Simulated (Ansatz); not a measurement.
Hg:
```yaml
crystal:
  lattice:
    - [-1.88978, 1.88978, 1.67166]
    - [1.88978, -1.88978, 1.67166]
    - [1.88978, 1.88978, -1.67166]
  atoms:
    - { symbol: Hg, position: [0.00000, 0.00000, 0.00000] }
```

Relaxed with PBEsol. Special points in fractions of this cell's reciprocal vectors: Γ (0.000, 0.000, 0.000); X (0.000, 0.000, 0.500); M (-0.500, 0.500, 0.500); Z (0.446, 0.446, -0.446); Z0 (-0.446, 0.554, 0.446); P (0.250, 0.250, 0.250); N (0.000, 0.500, 0.000).

List the band energies nearest the Fermi level at these points for PBEsol in the plane-wave PAW code Ansatz.

In eV from the Fermi level; about four levels below and three above (degenerate sets whole), none deeper than 8.9 eV; … stands for higher levels left out; points with the same levels are listed once.

```csv
k,below,above
Γ,-6.78 -6.78 -6.34 -5.91,…
X,-6.13 -5.48 -1.70 -1.60,…
M,-7.65 -5.61 -5.61 -5.50,2.88 …
Z,-7.60 -5.72 -5.72 -5.55,2.35 …
P,-6.87 -6.09 -5.88 -0.52,2.98 …
N,-5.77 -5.44 -1.09 -0.81,…
```

Space group I4/mmm (body-centred tetragonal). The workflow started from a Materials Project entry (that database holds measured and hypothetical structures alike); the Crystallography Open Database copy checked does not list it. It is not the usual solid phase (space group No. 166). Symmetry was held in the PBEsol relaxation; its stability against distortions is not shown here. The substance is a gas or liquid at ambient conditions. Scalar-relativistic: spin–orbit coupling is off unless named, which matters more the heavier the elements.

Potentials: the later of the program's two PAW sets.
